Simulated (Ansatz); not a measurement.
With the program Ansatz at the PBEsol level (PAW), C in the hexagonal phase (P6_122; C on 6b) relaxes to a = 3.557 Å, c = 3.357 Å.

It is gapped at this level: 3.98 eV (indirect). The valence maximum lies on the L–M line, 8 % of the way from L and the conduction minimum on the Γ–A line, 39 % of the way from Γ (2 equivalent valleys). HSE06 on the same cell gives 5.38 eV. The electron mass is 0.29, 5.5, 5.5 mₑ (principal values).

An equation-of-state fit gives a bulk modulus of 401 GPa. The relaxed-ion elastic constants in GPa are C11 = 930, C12 = 187, C13 = 134, C33 = 861, C44 = 499. The elastic constants imply a Debye temperature near 2030 K. Perturbation theory gives ε∞ = 5.27 (xx = yy), 5.41 (zz). The phonon dispersion is stable (no imaginary branch). The highest mode at Γ lies at 1227 cm⁻¹.

The start of the workflow was typed in or built on a structure type; neither database checked (COD, Materials Project) lists it. It is not the phase usual at ambient conditions (space group No. 194, 227). The cell was relaxed with PBEsol under the symmetry of its start.

Potentials: the later of the program's two PAW sets.
